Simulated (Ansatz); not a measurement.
## Is this Ni2Pt structure a true minimum?

It was reached by relaxing an invented guess, and it needn't be the stable form of this composition.

The calculation used DFT PBE, scalar-relativistic, plane waves, PAW (Ansatz 0.2.0). Cutoff 420 eV; k points 18×18×8 on the computed 3-atom cell (Γ-centred); Gaussian smearing, width 0.10 eV; collinear spin from starting moments 0.9 0.9 0.2 μB.

The cell below (3 atoms, space group P-3m1 (No. 164)) is relaxed within its symmetry.

```cif
data_structure
_symmetry_space_group_name_H-M 'P 1'
_symmetry_Int_Tables_number 1
_cell_length_a 2.6653
_cell_length_b 2.6653
_cell_length_c 6.2616
_cell_angle_alpha 90.000
_cell_angle_beta 90.000
_cell_angle_gamma 120.000
_cell_volume 38.52
loop_
_atom_site_label
_atom_site_type_symbol
_atom_site_fract_x
_atom_site_fract_y
_atom_site_fract_z
_atom_site_occupancy
Ni1 Ni 0.66667 0.33333 0.84738 1
Ni2 Ni 0.33333 0.66667 0.15262 1
Pt1 Pt 0.00000 0.00000 0.50000 1
```

For the test a repeat of it with 6 atoms (edges 2.67, 4.62, 6.26 Å) was strained at random (σ = 1.5 % a component), the atoms were moved at random (σ = 0.05 Å), and all was relaxed again on a coarse 8×6×4 mesh (in the run’s order of axes) with 0.20 eV smearing, with no symmetry imposed.

Spin–orbit coupling, which can matter for Pt, is left out. Another magnetic order may lie lower.

Task: Does it come back?

Result: It returns, within 1 meV/atom of the unmoved cell on that mesh and with the same symmetry when read at 0.1 Å (C2/m at 0.01 Å, so small strains and shifts remain). So it is stable against the distortions that fit this cell and that this random move excites. Modes that don't fit the cell aren't tested.
